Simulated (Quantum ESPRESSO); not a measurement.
ZnSe (zinc blende, space group F-43m, No. 216) has a direct gap of 1.24 eV with PBEsol (Quantum ESPRESSO, PseudoDojo norm-conserving, 86 Ry, scalar-relativistic). After an isotropic strain (on all lattice vectors, atoms relaxed) the gap is direct, 1.01 eV.

Question: Which strain was applied?
A) -3 %
B) -0.7 %
C) +1 %
D) +2 %
E) -1.5 %

Answer: D, +2 %. Gaps found: -3 %: 1.62 eV (direct); -1.5 %: 1.42 eV (direct); -0.7 %: 1.33 eV (direct); 0 %: 1.24 eV (direct); 1 %: 1.13 eV (direct); 2 %: 1.01 eV (direct).

Spin-orbit coupling is not included.
